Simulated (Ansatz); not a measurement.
Magnetic states of cobalt, omega (AlB2-type)

All numbers below come from DFT, BLYP, plane waves (420 eV) with PAW, scalar-relativistic in Ansatz. The PAW files were generated under PBE, with cores re-solved for the functional.

Each start was relaxed and then solved on a dense mesh, with Fermi-Dirac smearing of 0.05 eV (0.1 eV in a metal without spin) extrapolated to zero. Rows within 2 meV/atom of each other tie.

Q: Where does each start end, and how do the energies compare? Starts: non-magnetic; ferromagnetic.

A: 
| start | ends | ΔE (meV/atom) | V (Å³/atom) |
| --- | --- | --- | --- |
| ferromagnetic | ferromagnetic, net 1.66 μB per atom | 0.0 | 11.56 |
| non-magnetic | spin not included | 292.5 | 11.06 |
